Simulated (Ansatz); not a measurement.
**Question.** Each is relaxed and computed with PBEsol in the plane-wave PAW code Ansatz. Which is the only one with a gap?
(A) V2O5, Pmmn (V on 4e, O on 2a, O on 4e, O on 4e)
(B) V3Ge, A15 (Cr3Si type)
(C) VSi2, P6_222 (V on 3d, Si on 6j)
(D) AlV2C, P6_3/mmc (Al on 2c, V on 4f, C on 2a)

**Answer.** A, V2O5, Pmmn (V on 4e, O on 2a, O on 4e, O on 4e). V2O5: gap 1.81 eV (indirect); AlV2C: metal; VSi2: metal; V3Ge: metal. Standing as an ambient phase not checked: V2O5, Pmmn (V on 4e, O on 2a, O on 4e, O on 4e); V3Ge, A15 (Cr3Si type). Began spin-polarised and lost the moments: V3Ge, A15 (Cr3Si type). All cells were relaxed under the symmetry of their starts (and spin orders); stability against distortions was not tested throughout. Rows with no word on spin ran without spin polarisation. Spin–orbit coupling is left out wherever it is not named.

Potentials: the later of the program's two PAW sets.
